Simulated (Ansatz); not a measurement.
GaN:
Space group F-43m (No. 216); a = b = c = 4.498 Å, α = β = γ = 90.00°

| atom | site | symmetry | x | y | z |
|---|---|---|---|---|---|
| Ga | 4a | -43m | 0.0000 | 0.0000 | 0.0000 |
| N | 4d | -43m | 0.7500 | 0.7500 | 0.7500 |
(The calculation used a cell of 2 atoms; values per cell refer to that cell.)

Relaxed with PBEsol.

**Question.** Decompose the optical modes at the zone centre into irreducible representations, and say which are infrared and Raman allowed.

**Answer.** Point group -43m: Γ_opt = T2. Infrared: T2. Raman: T2.

**Question.** Assign frequencies (DFPT, plane-wave PAW PBEsol (Ansatz code); without the LO–TO term).

**Answer.** T2 537 cm⁻¹.

The cell was relaxed with PBEsol under the symmetry of its start; phonons on a q-mesh show no instability.

Potentials: the later of the program's two PAW sets.
